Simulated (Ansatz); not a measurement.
## TiC: energy along a strain

TiC, Fm-3m, a = 4.328 Å (as given, not relaxed at this level: -6.1 GPa). Ansatz: PBEsol, PAW, 420 eV, Γ-centred 18×18×18 mesh on 2 atoms, Gaussian smearing 0.15 eV; no spin polarisation. Cell vectors (Å): 0.000 2.164 2.164; 2.164 0.000 2.164; 2.164 2.164 0.000. The cell is strained by x per cent times the pattern (0 0 0 0 0 1) in the order xx yy zz yz xz xy (engineering shears), with fractional coordinates held. y is the free energy over the start, V0 = 10.134 Å³/atom. Symmetry makes y even in x. Points with a strain past 8.5 % were computed too (4) and aren't used here.

```tsv
x (%)	y (meV/atom)
-7.50	29.43
0.00	0.00
1.87	1.81
3.75	7.30
5.62	?
```

Q: Fit y = c2 x² + c4 x⁴ to the other rows, get the stiffness along the pattern, and predict the missing energy.

A: Least squares on the rows shown. y = 0.51770 x² + 9.7744×10⁻⁵ x⁴. The clamped-ion stiffness p·C·p = 2 × 5.177 eV × 160.2 / 10.134 Å³ = 164 GPa, which is C66 in these axes (C44 of the cubic crystal) (second derivative at the start, which stands under stress). At x = 5.62 the fit asked for gives 16.45 meV/atom. The run gave 16.47 meV/atom, so the fit is 0.02 meV/atom too low, a small miss on the scale of the series.